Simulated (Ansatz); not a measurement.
Ta2N (anti-CdI2 type, P-3m1) at seven volumes, DFT-LDA in the program Ansatz with PAW potentials, shape and atoms relaxed at each. One row is withheld.

```tsv
V (Å³/atom)	P (GPa)
11.787	34.90
12.175	21.29
12.564	?
12.953	0.00
13.341	-8.05
13.730	-15.02
14.118	-21.00
```

Question: Fit the shown pressures and predict the withheld one.

Answer: Third-order Birch–Murnaghan: P = (3/2)B₀(x^(7/2) − x^(5/2))[1 + (3/4)(B′ − 4)(x − 1)] with x = (V₀/V)^(2/3). Least squares on the six rows gives V₀ = 12.956 Å³/atom, B₀ = 296.8 GPa, B′ = 4.58. At V = 12.564, x = 1.0207 and P = 9.78 GPa. The run itself gave 9.69 GPa.

The LDA relaxation kept the symmetry of its start. No spin polarisation was allowed. The volume moved by 15 % from the start of the relaxation. Spin–orbit coupling is left out wherever it is not named.

Potentials: the later of the program's two PAW sets.
